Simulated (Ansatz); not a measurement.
**Pressure against volume: TaGa₃**

```yaml
crystal:
  lattice:
    - [-1.89800, 1.89800, 4.35200]
    - [1.89800, -1.89800, 4.35200]
    - [1.89800, 1.89800, -4.35200]
  atoms:
    - { symbol: Ta, position: [0.00000, 0.00000, 0.00000] }
    - { symbol: Ga, position: [0.75000, 0.25000, 0.50000] }
    - { symbol: Ga, position: [0.25000, 0.75000, 0.50000] }
    - { symbol: Ga, position: [0.50000, 0.50000, 0.00000] }
```

The cell is COD entry 1522718, as deposited and not checked against the literature; nothing was relaxed.

No spin–orbit coupling, which matters for the heavy atoms here.

All numbers are computed: DFT, PBEsol, all-electron LAPW, scalar-relativistic (Ansatz 0.2.0); DFT, PBEsol, PAW with Ansatz's default frozen-core files, scalar-relativistic (Ansatz 0.2.0).

For LAPW: a Γ-centred 14×14×14 k mesh, Fermi–Dirac smearing of 0.05 eV, basis error target 1 meV/atom, no spin polarisation. PAW takes a cutoff of 420 eV at this cell (files made with PBE, cores remade for this functional). The Ansatz runs share mesh, smearing and spin set-up. Plane-wave (PAW) pressures include the program's estimate of the Pulay term.

The cell above is scaled evenly, with fractional coordinates and shape held.

| V/V(cell) | V (Å³/atom) | P, LAPW (GPa) | P, PAW (GPa) | free energy over the lowest listed, PAW (meV/atom) |
| --- | --- | --- | --- | --- |
| 0.9400 | 14.737 | 6.89 | 6.85 | 13.4 |
| 0.9600 | 15.051 | ? | ? | ? |
| 0.9800 | 15.364 | 0.32 | 0.27 | 0.0 |
| 0.9900 | 15.521 | -1.09 | -1.14 | 0.4 |
| 1.0000 | 15.678 | -2.42 | -2.47 | 2.2 |
| 1.0100 | 15.834 | -3.67 | -3.73 | 5.3 |
| 1.0200 | 15.991 | -4.85 | -4.91 | 9.5 |
| 1.0400 | 16.305 | -7.01 | -7.08 | 21.3 |
| 1.0600 | 16.618 | -8.94 | -9.00 | 37.0 |

Question: Fill in the row V/V(cell) = 0.9600.

Answer: P, LAPW (GPa) = 3.41, P, PAW (GPa) = 3.36, free energy over the lowest listed, PAW (meV/atom) = 3.5.

Question: What do Birch–Murnaghan fits to the pressures give?

Answer: LAPW: V0 = 15.40 Å³/atom, B0 = 141 GPa, B0′ = 4.8; PAW: V0 = 15.39 Å³/atom, B0 = 141 GPa, B0′ = 4.8.

PAW's V0 lies -0.04 % from the all-electron value and its B0 0.4 %. With shape and internal coordinates held, B0 is an upper bound to the relaxed modulus.
